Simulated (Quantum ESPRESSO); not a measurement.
# Planted mistakes on one cell of Zn2AlFO3

These are calculations, not measurements. They come from pw.x of Quantum ESPRESSO 7.5, a plane-wave density functional program, with PseudoDojo standard norm-conserving files (v0.5 for PBE, v0.4.1 for LDA and PBEsol). The cells are made up: elements, strain and atom displacements were drawn at random, and nothing was relaxed. There is no spin polarisation, spin-orbit coupling or dispersion term.

The cell has 8 sites of a zincblende or diamond lattice. Sites 1 to 4 hold Zn empty Al Zn; sites 5 to 8 hold F O O O. Cell vectors in Å: (4.530, 0.034, 0.021); (0.034, 4.473, 0.072); (0.021, 0.072, 4.543). Settings: PBE, cutoff 1143 eV, 4 x 4 x 4 k mesh shifted by half a step, Fermi-Dirac smearing of 0.025 eV.

The intended run has a self-consistency threshold of 1e-07 eV, a smearing term of 0.000 eV, a pressure of -1.55 GPa and 12 iterations. Each further run changes one thing: all lengths scaled by 1.0176; atoms of sites 4 and 8 exchanged; cutoff 608 eV; files of PBEsol; k mesh 1 x 1 x 1; one electron removed; smearing 0.87 eV; threshold 0.04 eV. A coarse mesh keeps the shift, and a charged cell sits in a uniform background.

```
run,change of free energy (eV),smearing term -TS (eV),change of P (GPa),largest change of a force component (eV/Å),iterations
A,1.211,0.000,1.92,0.417,11
B,48.290,0.000,-405.96,0.352,11
C,-5.539,-0.015,-21.61,0.597,13
D,-0.723,-2.398,2.90,0.435,11
E,11.484,-0.005,19.63,10.905,12
F,0.132,0.000,-5.26,0.426,12
G,13.698,0.000,-4.39,0.270,12
H,0.023,0.000,1.11,0.260,5
```

A rerun of the intended cell at 1437 eV and k mesh 6 x 6 x 6 moved values by no more than 0.002 eV in the cell's energy, 0.03 GPa in stress and 0.002 eV/Å in force.

Question: which change belongs to which run?

## Worked reading

Run H has the fewest iterations, as a run stopped early does. Run D has the largest smearing term, as wide smearing gives. Run B has a higher energy and the largest fall in pressure, as too small a basis gives. Run F changes the volume by a factor of 1.0537; minus its pressure change over the logarithm of that factor, 101 GPa, is a rough bulk modulus with clamped atoms. Energies from files of another functional, or of a charged cell, have another zero and say nothing on stability; the pressure of a charged cell rests on the program's zero of potential too.

## Key

| run | change |
| --- | --- |
| A | k mesh 1 x 1 x 1 |
| B | cutoff 608 eV |
| C | one electron removed |
| D | smearing 0.87 eV |
| E | atoms of sites 4 and 8 exchanged |
| F | all lengths scaled by 1.0176 |
| G | files of PBEsol |
| H | threshold 0.04 eV |